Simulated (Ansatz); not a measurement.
The cell is the one relaxed in the Materials Project (mp-7896), not relaxed further here; entries there can be hypothetical.

CsO: DFT, LDA, PAW with Ansatz's default frozen-core files, scalar-relativistic (Ansatz 0.2.0).

```yaml
crystal:
  lattice:
    - [-2.166854795, 3.2186837237, 3.7788316351]
    - [2.166854795, -3.2186837237, 3.7788316351]
    - [2.166854795, 3.2186837237, -3.7788316351]
  atoms:
    - { symbol: Cs, position: [0.25356033, 0.25356033, 0.0] }
    - { symbol: Cs, position: [0.74643967, 0.74643967, 0.0] }
    - { symbol: O, position: [0.6171968, 0.0, 0.6171968] }
    - { symbol: O, position: [0.3828032, 0.0, 0.3828032] }
kpoints:
  mp_grid: { grid: [7, 7, 7] }
  band_path:
    path:
      - [0.0, 0.0, 0.0]
      - [0.5, 0.5, -0.5]
      - [0.3322024085, 0.6677975915, -0.3322024085]
      - [-0.3322024085, 0.3322024085, 0.3322024085]
      - [0.0, 0.0, 0.0]
      - [0.4313767148, -0.4313767148, 0.4313767148]
      - [0.5686232852, 0.4313767148, -0.4313767148]
      - [0.5, 0.5, -0.5]
      - [0.0, 0.0, 0.0]
    npoints: 8
scf:
  occupations: { method: fermi_dirac, width: 0.01 }
hamiltonian:
  xc: lda
  pseudopotentials: { kind: paw }
output:
  forces: true
  stress: true
  eigenvalues: true
  efg: { contact_densities: true }
  populations: true
  bader: true
  dos: { projected: true, de: 0.2, e_range: [-14, 8] }
```

Output:

```
Cs: output.efg is read without spin–orbit coupling, which moves field gradients at and beside such atoms by some per cent and up to a factor of two; PAW files take it under magnetization.noncollinear and magnetization.spin_orbit
Engine: ansatz 0.2.0
Pseudopotentials: kind: paw
Pseudopotential: Cs, paw, valence charge 9, recommended cutoff 420 eV (normal)
Pseudopotential: O, paw, valence charge 6, recommended cutoff 420 eV (normal)
Functional definition: SPW92
  exchange = slater_x
  correlation = pw_c
Crystal: 4 atoms, lattice volume = 105.421 Å³
Basis set: ecut = 420 eV, 2037 PW (Γ)
Bands: 19, of which v1, the nominal top of the filled ones, is band 15 counted from 1 (14 counted from 0)
Symmetry: 8 space group operations
Space group: Immm (ITA 71), of the structure as read, at distance tolerance 4.7e-5 Å
k-points: 64 of 343
Non-local potential: Cs, projectors of the file, l = 0: 3, l = 1: 2, l = 2: 2, l = 3: 2
Non-local potential: O, projectors of the file, l = 0: 2, l = 1: 2, l = 2: 1
PAW form: soft (Blöchl's): semilocal exchange-correlation on the pseudo side does not see the compensation charge
PAW frozen core: Cs, regenerated for the run's functional, and the local potential with it (the file was generated under x = pbe(κ = 0.804, μ = 0.2195149727645171), c = pbe(β = 0.06672455060314922))
PAW frozen core: O, regenerated for the run's functional, and the local potential with it (the file was generated under x = pbe(κ = 0.804, μ = 0.2195149727645171), c = pbe(β = 0.06672455060314922))
PAW one-centre angular grid: Cs, 194 points (default); XC on 64 Gauss nodes
PAW one-centre angular grid: O, 110 points (default); XC on 64 Gauss nodes
Initial density: superposition of atomic densities (neutral atoms: chi_scale 0, normalization atom), corrected by the library's trained network
Initial wavefunctions: pseudopotential atomic-orbital guess
Functional: x = slater, c = lda
SCF iter   1: F=—  HF=-12119.699730 eV  |F-HF|=—  |Δ(HF+E_count)|=         —  Δρ=1.38e-2  dr2=2.19e-1  ethr=1.77e-3  ⟨swp⟩=6.6  Hψ=7139  notcnv=0
preconditioner: auto → none  [insulator: Δε(μ)=1.236 eV  Ē_g=9.979 eV  σ=0.010 eV  W_gap=1.00  n_scr=16 (ndim 8)  ℏωp=17.7 eV  f_vac=0.087  D(μ)=0.00/eV (n_scr^D=0)  ε∞_Penn≈4.2]
SCF iter   2: F=—  HF=-12119.695846 eV  |F-HF|=—  |Δ(HF+E_count)|=   3.88e-3  Δρ=1.35e-2  dr2=1.86e-1  ethr=7.31e-4  ⟨swp⟩=3.0  Hψ=2934  notcnv=0
SCF iter   3: F=—  HF=-12119.650228 eV  |F-HF|=—  |Δ(HF+E_count)|=   4.56e-2  Δρ=1.71e-3  dr2=1.58e-3  ethr=6.19e-4  ⟨swp⟩=2.2  Hψ=2050  notcnv=0
SCF iter   4: F=—  HF=-12119.649937 eV  |F-HF|=—  |Δ(HF+E_count)|=   2.92e-4  Δρ=3.56e-4  dr2=1.27e-4  ethr=5.26e-6  ⟨swp⟩=2.3  Hψ=2730  notcnv=0
SCF iter   5: F=—  HF=-12119.649912 eV  |F-HF|=—  |Δ(HF+E_count)|=   2.45e-5  Δρ=6.19e-5  dr2=2.56e-6  ethr=4.25e-7  ⟨swp⟩=2.9  Hψ=2014  notcnv=0
SCF iter   6: F=—  HF=-12119.649912 eV  |F-HF|=—  |Δ(HF+E_count)|=   2.31e-7  Δρ=1.31e-5  dr2=2.11e-7  ethr=8.52e-9  ⟨swp⟩=2.4  Hψ=1946  notcnv=0
SCF iter   7: F=-12119.649912 eV  HF=-12119.649912 eV  |F-HF|=3.33e-10  |Δ(HF+E_count)|=   4.74e-8  Δρ=2.70e-6  dr2=3.32e-9  ethr=3.33e-10  ⟨swp⟩=4.2  Hψ=4531  notcnv=0
SCF 1 converged in 7 iterations: F = -12119.649912 eV  dr2 = 3.32e-9
  greatest PAW one-centre occupation: 0.928 electrons in one spin orbital (limit 2), on the Cs atom at site 1 (counted from 0), in its partial waves of l = 0
NSCF: frozen V_eff on 65 k-points
SCF converged after 7 iterations
Free energy (F): -12119.649912 eV
Harris-Foulkes:  -12119.649912 eV  (|F-HF|=3.33e-10)
Internal energy: -12119.649912 eV  (E = F + TS)
E sigma→0 (E₀):  -12119.649912 eV
Fermi energy:    7.108474 eV
--- Per-component energies (eV) ---
  E_band       = -96.023753
  E_kinetic    = 630.635527
  E_local      = -1426.262062  (includes V_loc(G=0)·N_el)
  E_nonlocal   = 165.148773
  E_hartree    = 546.415503
  E_xc         = -491.577777
  E_vxc        = -440.966931  (∫ρ·V_xc dr)
  E_paw        = -10097.957550  (= ΣΔE_a)
  E_vpaw       = -117.414209  (= ΣTr[D̂ρ^β])
  E_aug_tail   = 0.004789  (compensation charges beyond the density's cutoff)
  E_ewald      = -1446.792071
  E_core_change = 0.734955  (= ΣΔE_core)
  E_smearing   = -0.000000  (= −TS)
  E_closure    = -0.000000  (closes the sum)
  Σ components = -12119.649912   (vs F -12119.649912, Δ=0.00e0)
--- Forces (eV/Å), atoms counted from 1 ---
  atom   1  Cs     0.00000000     0.00000000     0.18778703
  atom   2  Cs     0.00000000     0.00000000    -0.18778703
  atom   3  O      0.00000000    -0.78662342     0.00000000
  atom   4  O      0.00000000     0.78662342     0.00000000
  max |Σ_I F_I| component: 1.11e-16 eV/Å
--- Stress (GPa, compression-positive) ---
       -2.862907       0.000000       0.000000
        0.000000      -4.231430       0.000000
        0.000000       0.000000      -3.285972
  P = ⅓ Tr σ = -3.4601 GPa (-34.601 kbar)
--- PAW observables at the nuclei: V_zz in 10²¹ V/m², potentials from the cell's mean, atoms counted from 1 ---
  atom   1  Cs V_zz =    +0.816591   η = 0.7067   by run symmetry: allowed
            electrostatic potential = -9375.498915 V   contact ρ = 1893243.294226 e/Å³
  atom   2  Cs V_zz =    +0.816591   η = 0.7067   by run symmetry: allowed
            electrostatic potential = -9375.498915 V   contact ρ = 1893243.294226 e/Å³
  atom   3  O  V_zz =   +27.896866   η = 0.0487   by run symmetry: allowed
            electrostatic potential = -622.375690 V   contact ρ = 2128.576442 e/Å³
  atom   4  O  V_zz =   +27.896866   η = 0.0487   by run symmetry: allowed
            electrostatic potential = -622.375690 V   contact ρ = 2128.576442 e/Å³
--- Band table (eV; the first three rows and the last of 64) ---
  k-point 0: bands = ["-15.8153", "-15.1955", "-13.5631", "-7.7781", "-3.0077", "-2.7924", "-2.1261", "-1.9245", "-1.8077", "-1.5020", "0.9896", "2.4755", "2.5241", "5.6230", "6.3326", "7.9582", "8.3802", "9.1553", "10.3932"]
  k-point 1: bands = ["-15.7574", "-15.2123", "-13.6066", "-7.7769", "-2.8920", "-2.8789", "-2.2372", "-2.0318", "-1.7206", "-1.6617", "1.0135", "2.5041", "2.6518", "5.6238", "6.2239", "8.1521", "8.9424", "9.4445", "10.6833"]
  k-point 2: bands = ["-15.6154", "-15.2495", "-13.7161", "-7.7745", "-3.0395", "-2.9190", "-2.5073", "-2.0672", "-1.7517", "-1.5655", "1.0636", "2.6215", "2.8520", "5.6282", "5.9209", "8.5856", "9.5170", "10.0959", "10.3531"]
  k-point 63: bands = ["-15.4393", "-15.4291", "-13.7649", "-7.9063", "-3.1573", "-2.7591", "-2.5077", "-1.7907", "-1.4084", "-1.3711", "1.1448", "2.4796", "2.8034", "5.6929", "5.8523", "8.5066", "9.8116", "10.0567", "10.2590"]
--- Löwdin populations: 4 sites ---
  site symbol       q [e]
     0     Cs      8.1083
     1     Cs      8.1083
     2      O      6.6987
     3      O      6.6987
  spilling = 0.012865 (of n_electrons = 30.000000)
--- Bader charges: 4 sites ---
  site symbol  charge [e]  shift [e]
     0     Cs      0.7775     0.0000
     1     Cs      0.7775     0.0000
     2      O     -0.7775     0.0000
     3      O     -0.7775     0.0000
  estimated error of the sums over rays = 9.4e-5 e
```

populations.tsv:

```
# site	symbol	l	j	q
# orbitals = lowdin
# n_electrons = 30.000000
# spilling = 0.012865
0	Cs	0_5S	-	1.891923
0	Cs	0_6S	-	0.294271
0	Cs	1_5P	-	5.922099
1	Cs	0_5S	-	1.891923
1	Cs	0_6S	-	0.294271
1	Cs	1_5P	-	5.922099
2	O	0_2S	-	1.846435
2	O	1_2P	-	4.852302
3	O	0_2S	-	1.846435
3	O	1_2P	-	4.852302
```

bader_charges.tsv:

```
# site	symbol	x_ang	y_ang	z_ang	partial_charge_e	electrons	volume_ang3	relative_density_drop	shared_charge_e	partial_wave_shift_e
# quadrature_error_electrons = 9.4e-5
0	Cs	0.0000	0.0000	1.9163	0.77746	54.22254	35.55	-	0.77746	0.00000
1	Cs	0.0000	0.0000	5.6413	0.77746	54.22254	35.55	-	0.77746	0.00000
2	O	0.0000	3.9731	0.0000	-0.77746	8.77746	16.03	-	-0.77746	0.00000
3	O	0.0000	2.4642	0.0000	-0.77746	8.77746	16.03	-	-0.77746	0.00000
```
